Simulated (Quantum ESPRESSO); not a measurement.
# GaAlIn2P4: convergence and cost over cutoff and k mesh

Simulated, not a measurement. The program is pw.x of Quantum ESPRESSO 7.5 (plane-wave density functional theory). The cell is made up: 8 atoms on a zincblende/diamond lattice, with randomly drawn elements, strain and displacements, not relaxed. PseudoDojo standard norm-conserving files (v0.5 for PBE, v0.4.1 for LDA and PBEsol) set the functional; there is no spin polarisation, spin-orbit coupling or dispersion term, and the masses in the input are unused placeholders.

Input of the run in row 4:

```
&control calculation='scf', pseudo_dir='./dojo.nc.sr.pbe.v0_5.standard.upf', outdir='./o', disk_io='medium', tprnfor=.true., tstress=.true. /
&system ibrav=0, nat=8, ntyp=4, nbnd=37, ecutwfc=79.96652505, nosym=.true., tot_charge=0,
 occupations='smearing', smearing='fd', degauss=0.0018374661
/
&electrons conv_thr=7.350e-09, electron_maxstep=60, /
ATOMIC_SPECIES
Al 1.0 Al.upf
Ga 1.0 Ga.upf
In 1.0 In.upf
P 1.0 P.upf
CELL_PARAMETERS angstrom
5.6805 0.0207 0.0807
0.0207 5.6566 -0.0067
0.0807 -0.0067 5.6841
ATOMIC_POSITIONS angstrom
Ga 0.1122 -0.0144 -0.0956
Al -0.0445 2.7033 2.9007
In 2.9864 0.0471 2.8591
In 2.7494 2.8048 0.0818
P 1.5269 1.4705 1.4008
P 1.6132 4.3609 4.2045
P 4.2545 1.3746 4.3297
P 4.3257 4.235 1.5167
K_POINTS automatic
4 4 4 1 1 1
```

The same cell was run at these settings. Meshes are shifted by half a step, and differences are from the last row, which is itself not exact.

| cutoff (eV) | k mesh | k points solved | threshold (eV) | free energy less the last row's (eV) | pressure (GPa) | largest stress difference (GPa) | largest force difference (eV/Å) | iterations | wall time (s) | k-point pools | processor |
| --- | --- | --- | --- | --- | --- | --- | --- | --- | --- | --- | --- |
| 762 | 2 x 2 x 2 | 4 | 1e-04 | 2.285 | -9.36 | 14.73 | 0.033 | 7 | 38 | 1 | AMD EPYC, Zen 5 class |
| 1088 | 2 x 2 x 2 | 4 | 1e-07 | 0.418 | 5.63 | 0.30 | 0.030 | 10 | 120 | 1 | AMD EPYC, Zen 5 class |
| 631 | 4 x 4 x 4 | 32 | 1e-07 | 14.967 | -71.85 | 77.24 | 0.015 | 11 | 207 | 1 | AMD EPYC, Zen 5 class |
| 1088 | 4 x 4 x 4 | 32 | 1e-07 | 0.007 | 5.34 | 0.01 | 0.001 | 10 | 594 | 1 | AMD EPYC, Zen 5 class |
| 1377 | 6 x 6 x 6 | 108 | 1e-07 | 0.000 | 5.35 | 0.00 | 0.000 | 10 | 1940 | 1 | AMD EPYC, Zen 5 class |

Each pool is one process. Wall times include start-up and a band step at six k points, which weighs most on the coarsest meshes. The runs were on shared virtual cores whose load varied, so times are rough.